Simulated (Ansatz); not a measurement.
Input:

PbI$_{2}$:
```xyz
3
Lattice="4.4695 0.0000 0.0000 -2.2348 3.8707 0.0000 0.0000 0.0000 6.7845" Properties=species:S:1:pos:R:3 pbc="T T T"
Pb     0.0000     0.0000     0.0000
I      0.0000     2.5805     1.8626
I      2.2348     1.2902     4.9219
```

This is the LDA-relaxed structure.

Question: All from DFT-LDA in the program Ansatz with PAW potentials, unless another level is named. Predict the electron effective mass.

Answer: 0.21, 0.21, 0.86 mₑ (principal values).

Question: Predict the hole effective mass.

Answer: 0.51 mₑ (isotropic).

Question: Give the valence-band maximum.

Answer: at A.

Space group P-3m1 (CdI2 type). Symmetry was held in the LDA relaxation. A crystal of weakly bound layers computed without a dispersion correction: the cell and the soft elastic constants depend strongly on that. Scalar-relativistic: spin–orbit coupling is off unless named, which matters more the heavier the elements.

Potentials: the later of the program's two PAW sets.

Edges and masses are those of Kohn–Sham bands, whose gap is no quasiparticle gap.
